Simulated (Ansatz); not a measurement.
CsI (CsCl type, Pm-3m), PBE (plane waves, PAW; program Ansatz). The conduction-band minimum lies at Γ, with 1 equivalent valley. Second derivatives d²E/dk² of the lowest band at one valley (eV·Å²), along Cartesian directions:

```tsv
direction	d²E/dk²
[100]	26.07
[010]	26.07
[001]	26.07
[110]	26.07
[101]	26.07
[011]	26.07
```

Find the principal effective masses, the density-of-states mass and the conductivity mass.

Off-diagonal terms follow from H_xy = H[110] − (H_xx + H_yy)/2, and m*/mₑ = 7.620 eV·Å² over each eigenvalue: 0.29, 0.29, 0.29. One valley's DOS mass (m₁m₂m₃)^(1/3) = 0.29, conductivity mass 3/(Σ 1/mᵢ) = 0.29 mₑ.

What effective density of states Nc follows at 300 K for parabolic valleys?

Nc = 2.509e19 × 1 × (0.29)^(3/2) ≈ 3.9e18 cm⁻³.

The cell was relaxed with PBE under the symmetry of its start. Scalar-relativistic: spin–orbit coupling is off unless named, which matters more the heavier the elements.

Potentials: the later of the program's two PAW sets.

Edges and masses are those of Kohn–Sham bands, whose gap is no quasiparticle gap.
